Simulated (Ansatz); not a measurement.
MnZn (CsCl type, space group No. 221) under volume change, the program Ansatz at the r²SCAN level (PAW), scaled uniformly.

| V (Å³/atom) | E − E(relaxed) (meV/atom) | P (GPa) |
|---|---|---|
| 12.827 | 39.5 | 10.93 |
| 13.249 | 16.5 | 6.64 |
| 13.672 | 3.9 | 3.03 |
| 14.095 | 0.0 | -0.01 |
| 14.518 | 3.5 | -2.58 |
| 14.941 | 13.3 | -4.75 |
| 15.364 | 28.3 | -6.57 |

### Question
What does a third-order Birch–Murnaghan fit give for V₀, B₀ and B′?

### Answer
V₀ = 14.09 Å³/atom, B₀ = 93.1 GPa, B′ = 4.7.

Space group Pm-3m (CsCl type). The workflow started from an entry of the Crystallography Open Database (COD). Its standing as an ambient phase is unchecked. The cell was relaxed with r²SCAN under the symmetry of its start, as lowered by the spin order; whether a distortion lowers the energy is not shown. The final state is antiferromagnetic, chosen from 3 collinear starts compared on coarse meshes (ties went to the first, and starts can fall back to one state), not a proven ground state. The program gave a warning on the electronic state, which may not be the lowest.

Potentials: the later of the program's two PAW sets.
